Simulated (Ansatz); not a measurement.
Total density of states per atom from plane-wave PAW PBEsol (Ansatz code), in 0.25 eV bins, energy from the Fermi level:

```tsv
E (eV)	states/eV/atom
-7.85	0.21
-7.60	0.27
-7.35	0.33
-7.10	0.47
-6.85	0.99
-6.60	0.81
-6.35	0.57
-6.10	0.58
-5.85	0.62
-5.60	0.59
-5.35	0.59
-5.10	0.61
-4.85	0.69
-4.60	0.79
-4.35	0.69
-4.10	2.22
-3.85	2.01
-3.60	1.16
-3.35	1.16
-3.10	2.23
-2.85	1.31
-2.60	1.01
-2.35	0.66
-2.10	1.00
-1.85	1.93
-1.60	1.01
-1.35	0.78
-1.10	0.72
-0.85	0.53
-0.60	0.35
-0.35	0.35
-0.10	0.39
0.15	0.44
0.40	0.54
0.65	0.66
0.90	0.62
1.15	0.95
1.40	1.16
1.65	0.73
1.90	0.51
2.15	0.37
2.40	0.29
2.65	0.23
2.90	0.23
3.15	0.24
3.40	0.25
3.65	0.28
3.90	0.33
4.15	0.44
4.40	0.39
4.65	0.23
```

Question: Which compound is it?
A. GaAs, CsCl type
B. NiO, CsCl type
C. TePt, CsCl type
D. AlNi, CsCl type

Answer: C, TePt, CsCl type. Within 0.5 eV of the Fermi level: Te 5p 40 %, Pt 5d 30 %, Pt 6s 21 %, outside the projected shells 6 %. Projections are on Löwdin-orthogonalised atomic valence shells; empty p or d shells of many metals are not among them.

Space group Pm-3m (CsCl type). The start of the workflow was typed in or built on a structure type; neither database checked (COD, Materials Project) lists it. COD files the formula under space group No. 166, 194. Whether it is the stable phase at ambient conditions was not checked. The PBEsol relaxation kept the symmetry of its start; whether a distortion lowers the energy is not shown. The run is not spin-polarised. Spin–orbit coupling is left out wherever it is not named.

Potentials: the earlier of the program's two PAW sets. The files were generated under PBE; for other functionals the program regenerates the frozen cores, and for LDA and PBEsol the local potential too.
